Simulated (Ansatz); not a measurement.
AlNi3 (Cu3Au type)

```xyz
4
Lattice="3.5668 0.0000 0.0000 0.0000 3.5668 0.0000 0.0000 0.0000 3.5668" Properties=species:S:1:pos:R:3 pbc="T T T"
Al     0.0000     0.0000     0.0000
Ni     0.0000     1.7834     1.7834
Ni     1.7834     0.0000     1.7834
Ni     1.7834     1.7834     0.0000
```

The slice is a {210} plane (indices of the conventional cell) through the point (0.000, 0.000, 0.000) (fractional), spanned by u = [100] and v = [021] in vectors of this cell: u (3.57 Å) and v (7.98 Å, at 90° to u). It covers one period; positions are fractions (u, v).

Calculation: PBE (plane waves to 420 eV, PAW, scalar-relativistic; Ansatz, a first-principles code). k mesh 13×13×13. These are valence fields of a PAW run, semicore shells included where kept as valence: close to a nucleus they are smooth pseudo fields. AlNi3 was relaxed with its symmetry unable to fall. Relaxed AlNi3 ends ferromagnetic. The magnetic order is the one the run started from; other orders were not tried.

Q: Predict the map of the ELF of the down spins on the slice.

A: 
```
|xxxx11778866555566887711xx|
|00116699886644446688996611|
|77889999664433334466999988|
|88998877443322223344778899|
|55666666332222222233666666|
|33334455332233332233554433|
|33223355442233332244553322|
|33332244553322223355442233|
|44332244665544445566442233|
|33333355664433334466553333|
|33335566332222222233665533|
|44555533223355553322335555|
|555544223366xxxx6633224455|
|5555442244xxxxxxxx44224455|
|555544223366xxxx6633224455|
|44555533223355553322335555|
|33335566332222222233665533|
|33333355664433334466553333|
|44332244665544445566442233|
|33332244553322223355442233|
|33223355442233332244553322|
|33334455332233332233554433|
|55666666332222222233666666|
|88998877443322223344778899|
|77889999664433334466999988|
|00116699886644446688996611|
|xxxx11778866555566887711xx|
|xxxx00558866555566885500xx|
```
Scale: ten equal steps from 0.04 (start of '0') to 0.52 (end of '9'), in the order '0123456789'. Values: ELF of the down spins. The map has 13 points along u (two characters each, u = 0 at the left) and 28 along v (v = 0 in the bottom row). Points within 0.5 Å of a nucleus are blanked (x), as the pseudised field means little there.
